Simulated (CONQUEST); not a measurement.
CONQUEST run on TiO2 (P4_2/mnm, 6 atoms in the cell; from Materials Project mp-2657, changed as shown): self-consistent single point.

Method: PBE, numerical atomic orbitals double-zeta with polarisation (the shipped basis), PseudoDojo norm-conserving potentials made for PBE in CONQUEST 1.3.

The change in words: lattice vector c scaled by 0.98. Reference geometry (P4_2/mnm):
```
TiO2
1.0
    4.59984     0.00000     0.00000
    0.00000     4.59984     0.00000
    0.00000     0.00000     2.95921
Ti O
2 4
Cartesian
  2.29992   2.29992   0.00000
  0.00000   0.00000   1.47961
  3.20002   3.20002   1.47961
  1.39982   1.39982   1.47961
  3.69974   0.90010   0.00000
  0.90010   3.69974   0.00000
```

Reference input (self-consistent single point, DFT, PBE, numerical atomic orbitals double-zeta with polarisation (the shipped basis), PseudoDojo norm-conserving potentials made for PBE): basis = DZP; Diag.MPMeshX, Y, Z = 5 5 7; potentials = PseudoDojo norm-conserving PBE; Grid.GridCutoff = 140 Ha; DM.SolutionMethod = diagon; Diag.SmearingType = 1; Diag.kT = 0.000735 Ha; Diag.GammaCentred = true; Diag.MPOrder = 0; minE.SCTolerance = 1.0e-06; SC.MaxIters = 100; SC.LinearMixingFactor = 0.3. This run's input differs from it in these lines:

```diff
@@ -33,3 +33,3 @@
      0.000000000      8.692437817      0.000000000
-     0.000000000      0.000000000      5.592096445
+     0.000000000      0.000000000      5.480254894
 6
```

The program printed (abridged):

```
    PulayMixSC: Starting Pulay mixing, A_up =  0.300 A_dn =  0.300
    PulayMixSC: Spin non-polarised calculation.
          Harris-Foulkes Energy            :      -185.451566586539968 Ha
    PulayMixSC: Pulay iteration     1 residual:              0.10062E-01
          Harris-Foulkes Energy            :      -185.153853681418184 Ha
    PulayMixSC: Pulay iteration     2 residual:              0.25677E-02
          Harris-Foulkes Energy            :      -185.149768132557028 Ha
    PulayMixSC: Pulay iteration     3 residual:              0.12772E-02
          Harris-Foulkes Energy            :      -185.154503970605020 Ha
   [... lines left out ...]
          Harris-Foulkes Energy            :      -185.150103628476046 Ha
    PulayMixSC: Pulay iteration     6 residual:              0.15459E-04
          Harris-Foulkes Energy            :      -185.150104927261026 Ha
    PulayMixSC: Pulay iteration     7 residual:              0.23344E-04
          Harris-Foulkes Energy            :      -185.150103756795318 Ha
    PulayMixSC: Pulay iteration     8 residual:              0.15715E-05
          Harris-Foulkes Energy            :      -185.150103754718259 Ha
    PulayMixSC: Pulay iteration     9 residual:              0.42438E-06
    PulayMixSC: Reached SCF tolerance of  0.42438E-06 after      9 iterations
      | Number of electrons      =        47.999996
      |* Harris-Foulkes energy   =      -185.150103754718259 Ha
      |* DFT total energy        =      -185.150103755651202 Ha

    force: Forces on atoms (Ha/a0)
    force:  Atom   X              Y              Z
    force:     1  -0.0000000000  -0.0000000000   0.0000000000
    force:     2  -0.0000000000  -0.0000000000  -0.0000000000
    force:     3   0.0025379999   0.0025379999   0.0000000000
    force:     4  -0.0025379999  -0.0025379999   0.0000000000
    force:     5  -0.0025379999   0.0025379999  -0.0000000000
    force:     6   0.0025379999  -0.0025379999  -0.0000000000

    force: Maximum force :        0.00253800(Ha/a0) on atom         5 in y direction
    force: Force Residual:        0.00293063 Ha/a0
    force: Total stress:         -9.89480100     0.00000000     0.00000000 GPa
                             0.00000000    -9.89480100    -0.00000000
                             0.00000000    -0.00000000   -17.73463473
    force: Average pressure:     12.50807891 GPa

    get_E_and_F: Change in energy during last step of electronic optimisation:  0.20771E-08
```

The run converged in 9 iterations. CONQUEST prints the stress tensor with tension positive. Against the reference run the free energy rises by 15.7 meV/atom and the pressure goes from 6.07 to 12.51 GPa.

The program uses no crystal symmetry, so grid and mesh can part values that symmetry would make equal. The atom-centred basis is finite, which shifts total energies, pressures and forces against plane waves. The structure comes from a collection of computed structures, made at another level of theory; the collection holds predicted forms beside known ones.

Cost on one core: very roughly 2.1 core-minutes.
